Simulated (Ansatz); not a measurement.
# Al₂InAs₃ under compression: one row to predict

It was reached by relaxing an invented guess, and it needn't be the stable form of this composition.

These are results of Ansatz, DFT PBE, scalar-relativistic, plane waves, PAW, not measurements. Cutoff 420 eV, Γ-centred 6×6×4 mesh (6-atom cell), Gaussian smearing of 0.02 eV, no spin polarisation.

```
Al In As
1.0
     4.15541    0.00000    0.00000
    -2.07771    3.59869    0.00000
     0.00000    0.00000   10.18998
Al In As
2 1 3
Cartesian
  0.0000 0.0000 0.0688
  2.0777 1.1996 3.3343
  0.0000 2.3991 6.7759
  0.0000 0.0000 7.7937
  0.0000 2.3991 4.1068
  2.0777 1.1996 0.8479
```

The cell was set to several volumes, with shape and atoms relaxed at each where symmetry leaves them free. Pressure is positive in compression, and energies count from the lowest row.

```tsv
row	V (Å³/atom)	P (GPa)	ΔE (meV/atom)	gap on mesh (eV)
1	22.349	10.16	86.1	0.87
2	23.111	?	?	?
3	23.873	4.25	19.1	1.00
4	24.635	1.95	4.5	0.82
5	25.397	-0.01	0.0	0.65
6	26.159	-1.67	4.1	0.48
7	26.921	-3.07	15.5	0.32
8	27.937	-4.62	40.0	0.12
```

Question: Find B = −V·ΔP/ΔV from rows 4 and 6 and from rows 1 and 3, and from the two its slope B′ and its value B0 at zero pressure.

Answer: Rows 4 and 6 give −(24.635 + 26.159)/2 × (-1.67 − (1.95))/(26.159 − 24.635) = 60.3 GPa at a mean pressure of 0.14 GPa. Rows 1 and 3 give −(22.349 + 23.873)/2 × (4.25 − (10.16))/(23.873 − 22.349) = 89.6 GPa at a mean pressure of 7.21 GPa. So B′ = (89.6 − 60.3)/(7.21 − (0.14)) = 4.14 and B0 = 60.3 − 4.14 × (0.14) = 59.7 GPa. A third-order Birch–Murnaghan fit to all the energies gives B0 = 59.9 GPa and B′ = 4.4.

Question: Estimate the pressure and energy of row 2.

Answer: From row 5, V0 = 25.397 × (1 + (-0.01)/59.7) = 25.393 Å³/atom. Murnaghan's form P = (B0/B′)·[(V0/V)^B′ − 1] gives (59.7/4.14) × [(25.393/23.111)^4.14 − 1] = 6.87 GPa; the computed pressure is 6.97 GPa, so the estimate is off by -0.10 GPa. The work of compression from row 3, with the mean of the two pressures, gives ΔE = 19.1 + (6.87 + 4.25)/2 × (23.873 − 23.111)/160.2 × 1000 = 45.5 meV/atom (1 eV/Å³ = 160.2 GPa); the computed value is 45.6 meV/atom.

Question: Fit the gap against pressure through the other rows and estimate it at the computed pressure of row 2.

Answer: Over the 7 rows the mean pressure is 0.9986 GPa and the mean gap is 0.609 eV. The sums of products of deviations are S_xx = 151.7 and S_xy = 8.089, so the slope is 8.089/151.7 = 0.05332 (r = 0.84, rms misfit 0.16 eV). At 6.97 GPa the line gives 0.609 + (0.05332) × (6.97 − 0.9986) = 0.93 eV. The computed value is 0.98 eV, so the line is off by -0.05 eV, no more than the largest miss among the fitted rows (0.23 eV). The rows follow a line poorly: the gap bends, or the lowest transition changes along the series.

Kohn–Sham gaps at this level usually fall short of measured ones. All volumes keep the k mesh of the relaxed cell. A later test with randomly moved atoms came back to the same energy, though modes that don't fit the test's cell weren't probed.
